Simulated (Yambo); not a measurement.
Mg₂FeH₆ (space group Fm-3m, No. 225): a test of whether the lowest BSE state is resolved, against the k mesh (Yambo, LDA bands; otherwise 6 valence and 3 conduction bands, static screening with 43 bands and a 3 Ry block, scissor 1.09 eV, Tamm-Dancoff).

| k mesh | direct gap (eV) | lowest state (eV) | difference (eV) | k points taking part | rough cost |
|---|---|---|---|---|---|
| 4×4×4 | 2.80 | 2.21 | 0.60 | 6.5 | about 1/30 |
| 6×6×6 | 2.80 | 2.27 | 0.53 | 31 | about 1/4 |
| 8×8×8 | 2.80 | 2.27 | 0.53 | 100 | 1 |

The last step moves the difference by 0.00 eV. On the densest mesh the state covers enough k points to be a bound exciton; its binding is converged only as far as that last step shows.

These are vertical excitations (zero momentum). The scissor comes from a G0W0 run whose convergence isn't established; costs are rough.

Geometry of the Materials Project entry, not relaxed at this level; primitive cell a = b = c = 4.494 Å, α = β = γ = 60.00°.

The runs are not spin-polarised; magnetic order was not tried.
